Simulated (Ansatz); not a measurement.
SiRh in space group I4_1md (No. 109; Rh on 4a, Si on 4a) at seven volumes, plane-wave PAW PBE (Ansatz code), shape and atoms relaxed at each. One row is withheld.

| V (Å³/atom) | P (GPa) |
|---|---|
| 12.710 | 21.03 |
| 13.130 | 12.94 |
| 13.549 | 5.96 |
| 13.968 | 0.00 |
| 14.387 | ? |
| 14.806 | -9.30 |
| 15.225 | -12.88 |

**Question.** Fit the shown pressures and predict the withheld one.

**Answer.** P = (3/2)B₀(x^(7/2) − x^(5/2))[1 + (3/4)(B′ − 4)(x − 1)] with x = (V₀/V)^(2/3). Least squares on the six rows gives V₀ = 13.971 Å³/atom, B₀ = 181 GPa, B′ = 4.35. At V = 14.387, x = 0.9806 and P = -4.98 GPa. The run itself gave -5.05 GPa.

The cell is a constructed one: a structure type filled with these elements; neither database checked (COD, Materials Project) lists it. COD files the formula under space group No. 14, so this cell is another polymorph or a model. Its standing as an ambient phase is unchecked. The PBE relaxation kept the symmetry of its start; whether a distortion lowers the energy is not shown. No spin polarisation was allowed.

Potentials: the later of the program's two PAW sets.
